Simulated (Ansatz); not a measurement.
**Sr₂CdAu₂: input and output**

The input, for Ansatz 0.2.0 (plane waves, PAW):

```yaml
crystal:
  lattice:
    - [-2.322578, 3.023233, 4.679895]
    - [4.645156, 0.0, 0.0]
    - [2.322578, 3.023233, -4.679895]
  atoms:
    - { symbol: Au, position: [0.73034, 0.5, 0.73034] }
    - { symbol: Au, position: [0.26966, 0.5, 0.26966] }
    - { symbol: Cd, position: [0.0, 0.0, 0.0] }
    - { symbol: Sr, position: [0.69995, 0.19995, 0.30005] }
    - { symbol: Sr, position: [0.30005, 0.80005, 0.69995] }
  symmetry: { tolerance: 0.0003 }
kpoints:
  mp_grid: { grid: [8, 8, 8], shift: [0, 0, 0] }
  band_path:
    path:
      - [0.0, 0.0, 0.0]
      - [0.5, 0.0, -0.5]
      - [0.31157557, 0.37684887, -0.31157557]
      - [-0.31157557, 0.62315113, 0.31157557]
      - [0.0, 0.0, 0.0]
      - [0.35433044, 0.0, 0.35433044]
      - [0.64566956, 0.0, -0.35433044]
      - [0.5, 0.0, -0.5]
      - [0.0, 0.0, 0.0]
      - [0.0, 0.5, 0.0]
      - [0.25, 0.5, 0.25]
    npoints: 6
magnetization:
  spin_polarized: false
scf:
  occupations: { method: fermi_dirac }
  lower_state_search: "off"
  max_iter: 200
hamiltonian:
  pseudopotentials: { kind: paw }
  xc: pbe
basis:
  ecutwfc: 420
  fft_grid_basis: typed
output:
  forces: true
  stress: true
  eigenvalues: true
  bader: true
  populations: true
  elf: true
  write_potential: true
  volumetric_format: npy
  dos:
    e_range: [-12, 8]
    de: 0.05
    projected: { site_lists: { Au: [Au], Cd: [Cd], Sr: [Sr] } }
checkpoint:
  read: saved_state
```

The saved state is an earlier solution for the same cell, perhaps on another mesh. 

Parts of the output:

```
Pseudopotentials: kind: paw
Pseudopotential: Au, paw, valence charge 19, recommended cutoff 420 eV (normal), Au.paw.azcp
Pseudopotential: Cd, paw, valence charge 20, recommended cutoff 420 eV (normal), Cd.paw.azcp
Pseudopotential: Sr, paw, valence charge 10, recommended cutoff 420 eV (normal), Sr.paw.azcp
Functional definition: PBE
  exchange = pbe_x(kappa = kappa, mu = beta*pi^2/3)
  correlation = pbe_c(beta = beta)
Crystal: 5 atoms, lattice volume = 131.443 Å³
Basis set: ecut = 420 eV, 2547 PW (Γ), exchange–correlation on 90×64×90 points (8 copies of the dense FFT grid, shifted against one another)
Bands: 47, of which v1, the nominal top of the filled ones, is band 39 counted from 1 (38 counted from 0)
Symmetry: 8 space group operations
Space group: Immm (ITA 71), of the structure as read, at distance tolerance 1.5e-3 Å
k-points: 95 of 512
Initial density: read from a saved state, or passed on in memory by an earlier SCF of this step, an earlier step, the calling program or the single point that the run made first
Functional: x = pbe(κ = 0.804, μ = 0.2195), c = pbe(β = 0.0667)
Free energy (F): -41644.6457 eV
Harris-Foulkes:  -41644.6457 eV  (|F-HF|=8.02e-9)
Internal energy: -41644.5497 eV  (E = F + TS)
E sigma→0 (E₀):  -41644.5977 eV
Entropy (-TS):   -0.0960 eV (-19.200 meV/atom)
Fermi energy:    12.3224 eV
--- Per-component energies (eV) ---
  E_band       = -1295.0219
  E_kinetic    = 2208.2852
  E_local      = -10515.3525  (includes V_loc(G=0)·N_el)
  E_nonlocal   = 580.2658
  E_hartree    = 4436.4536
  E_xc         = -982.4728
  E_vxc        = -1100.1648  (∫ρ·V_xc dr)
  E_paw        = -28882.8212  (= ΣΔE_a)
  E_vpaw       = -1340.9758  (= ΣTr[D̂ρ^β])
  E_aug_tail   = 0.0028  (compensation charges beyond the density's cutoff)
  E_ewald      = -8488.9105
  E_smearing   = -0.0960  (= −TS)
--- Forces (eV/Å), atoms counted from 1 ---
  atom   1  Au     0.0000     0.0371     0.0000
  atom   2  Au     0.0000    -0.0371     0.0000
  atom   3  Cd     0.0000     0.0000     0.0000
  atom   4  Sr     0.0000     0.0000     0.0406
  atom   5  Sr     0.0000     0.0000    -0.0406
--- Stress (GPa, compression-positive) ---
        3.6060       0.0000       0.0000
        0.0000       6.0845       0.0000
        0.0000       0.0000       1.8835
  P = ⅓ Tr σ = 3.8580 GPa (38.580 kbar)
--- Bader charges: 5 sites ---
  site symbol  charge [e]  shift [e]
     0     Au     -1.1204     0.0000
     1     Au     -1.1204     0.0000
     2     Cd     -0.2847     0.0001
     3     Sr      1.2628     0.0000
     4     Sr      1.2628     0.0000
```

Total energies depend on the potentials used, so only differences within one code and one set of settings carry meaning.

Origin: a known structure type with other elements, at an estimated volume, so it need not be a known compound.
